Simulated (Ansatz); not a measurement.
The cell comes from COD entry 9013010, which wasn't checked; take it as a given geometry. The listed cell was then made from it by scaling, straining or moving an atom.

Sb: DFT, PBEsol, PAW with Ansatz's default frozen-core files, scalar-relativistic (Ansatz 0.2.0). What sets it apart from a plain run of this crystal: volume scaled by 0.94.

Command: `ansatz run input.yaml --threads 1 --pin off --max-ram 3072MiB --backend cpu --events-out ev --progress --plain --runs-dir out` The run took 8.5 s on 1 thread of Arm Neoverse V2, with other jobs on the host, peak memory 0.44 GiB.

```yaml
crystal:
  lattice:
    - [-1.4742770936, 1.4742770936, 2.4293735496]
    - [1.4742770936, -1.4742770936, 2.4293735496]
    - [1.4742770936, 1.4742770936, -2.4293735496]
  atoms:
    - { symbol: Sb, position: [0.0, 0.0, 0.0] }
kpoints:
  mp_grid: { grid: [19, 19, 19] }
scf:
  occupations: { method: fermi_dirac, width: 0.05 }
hamiltonian:
  xc: pbesol
  pseudopotentials: { kind: paw }
output:
  forces: true
  stress: true
  eigenvalues: true
  efg: { contact_densities: true }
```

Output (standing set-up lines are left out):

```
Crystal: 1 atoms, lattice volume = 21.121 Å³
SCF iter   1: F=—  HF=-6407.514321 eV  |F-HF|=—  |Δ(HF+E_count)|=         —  Δρ=3.67e-3  dr2=1.46e-3  ethr=1.77e-3  ⟨swp⟩=5.0  Hψ=38736  notcnv=0
preconditioner: auto → none  [metal: Δε(μ)=0.029 eV  Ē_g=29.697 eV  σ=0.050 eV  W_gap=0.14  n_scr=8 (ndim 8)  ℏωp=31.3 eV  f_vac=0.000  D(μ)=0.48/eV (n_scr^D=0)  sad-step TF]
SCF iter   2: F=—  HF=-6407.513585 eV  |F-HF|=—  |Δ(HF+E_count)|=   7.36e-4  Δρ=2.37e-3  dr2=6.61e-4  ethr=9.71e-6  ⟨swp⟩=1.7  Hψ=11470  notcnv=0
SCF iter   3: F=—  HF=-6407.513489 eV  |F-HF|=—  |Δ(HF+E_count)|=   9.65e-5  Δρ=1.08e-3  dr2=1.49e-4  ethr=4.41e-6  ⟨swp⟩=2.0  Hψ=10518  notcnv=0
SCF iter   4: F=—  HF=-6407.513399 eV  |F-HF|=—  |Δ(HF+E_count)|=   8.93e-5  Δρ=4.35e-4  dr2=2.38e-5  ethr=9.96e-7  ⟨swp⟩=2.8  Hψ=11393  notcnv=0
SCF iter   5: F=—  HF=-6407.513382 eV  |F-HF|=—  |Δ(HF+E_count)|=   1.74e-5  Δρ=1.28e-5  dr2=3.12e-8  ethr=1.59e-7  ⟨swp⟩=2.0  Hψ=10518  notcnv=0
SCF iter   6: F=-6407.513382 eV  HF=-6407.513382 eV  |F-HF|=2.71e-8  |Δ(HF+E_count)|=   1.75e-8  Δρ=1.23e-5  dr2=2.22e-8  ethr=2.08e-10  ⟨swp⟩=3.2  Hψ=23421  notcnv=0
SCF 1 converged in 6 iterations: F = -6407.513382 eV  dr2 = 2.22e-8
  greatest PAW one-centre occupation: 0.997 electrons in one spin orbital (limit 2), on the Sb atom at site 0 (counted from 0), in its partial waves of l = 2
SCF converged after 6 iterations
Free energy (F): -6407.513382 eV
Harris-Foulkes:  -6407.513382 eV  (|F-HF|=2.71e-8)
Internal energy: -6407.509284 eV  (E = F + TS)
E sigma→0 (E₀):  -6407.511333 eV
Entropy (-TS):   -0.004098 eV (-4.098 meV/atom)
Fermi energy:    15.956215 eV
--- Per-component energies (eV) ---
  E_band       = -85.331796
  E_kinetic    = 212.070936
  E_local      = -1238.666958  (includes V_loc(G=0)·N_el)
  E_nonlocal   = 364.567901
  E_hartree    = 585.117931
  E_xc         = -139.994061
  E_vxc        = -99.889331  (∫ρ·V_xc dr)
  E_paw        = -4499.547675  (= ΣΔE_a)
  E_vpaw       = -493.657477  (= ΣTr[D̂ρ^β])
  E_aug_tail   = -0.000002  (compensation charges beyond the density's cutoff)
  E_ewald      = -1691.389215
  E_core_change = 0.331857  (= ΣΔE_core)
  E_smearing   = -0.004098  (= −TS)
  E_closure    = 0.000000  (closes the sum)
  Σ components = -6407.513382   (vs F -6407.513382, Δ=0.00e0)
--- Forces (eV/Å), atoms counted from 1 ---
  atom   1  Sb     0.00000000    -0.00000000     0.00000000
  max |Σ_I F_I| component: 6.16e-32 eV/Å
--- Stress (GPa, compression-positive) ---
       25.356214       0.000000       0.000000
        0.000000      25.356214       0.000000
       -0.000000       0.000000      22.105454
  P = ⅓ Tr σ = 24.2726 GPa (242.726 kbar)
--- PAW observables at the nuclei: V_zz in 10²¹ V/m², potentials from the cell's mean, atoms counted from 1 ---
  atom   1  Sb V_zz =    +3.532131   η = 0.0000   by run symmetry: allowed
            electrostatic potential = -8416.737456 V   contact ρ = 1348208.929812 e/Å³
--- Band table (eV; the first three rows and the last of 550) ---
  k-point 0: bands = ["-13.6251", "-13.4983", "-13.4714", "-13.4714", "-13.3687", "0.7726", "22.9862", "23.1665", "23.1665", "26.2195", "27.1975", "27.9976"]
  k-point 1: bands = ["-13.6153", "-13.4947", "-13.4747", "-13.4688", "-13.3724", "0.8736", "22.4828", "22.5831", "22.7996", "25.4902", "27.5775", "27.9939"]
  k-point 2: bands = ["-13.5867", "-13.4848", "-13.4845", "-13.4613", "-13.3831", "1.1769", "21.1627", "21.6353", "21.9127", "24.3731", "27.6415", "29.6489"]
  k-point 549: bands = ["-13.6788", "-13.5504", "-13.3339", "-13.3327", "-13.3310", "6.6026", "8.7495", "17.3077", "18.0327", "22.0979", "22.9840", "37.7742"]
```
